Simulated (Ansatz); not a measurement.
TiTe₂ (space group P-3m1) relaxed with several functionals in Ansatz (plane waves to 420 eV, scalar-relativistic PAW, no spin-orbit coupling, symmetry kept). The database cell has 26.76 Å³/atom; its temperature or method isn't stated, so the comparison with it is no error of the functional. No moments.

```
functional conventional cell V (Å³/atom) against the database cell (%) gap on mesh (eV) largest moment (μB)
PBE+D3(BJ) a = 3.696 Å, b = 3.696 Å, c = 6.383 Å, α = 90.00°, β = 90.00°, γ = 120.00°        25.17                           -5.9              0.00                 0.00
    PBEsol a = 3.696 Å, b = 3.696 Å, c = 6.442 Å, α = 90.00°, β = 90.00°, γ = 120.00°        25.41                           -5.1              0.00                 0.00
       PBE  a = 3.763 Å, b = 3.763 Å, c = 6.994 Å, α = 90.00°, β = 90.00°, γ = 120.00°        28.59                            6.8              0.00                 0.00
```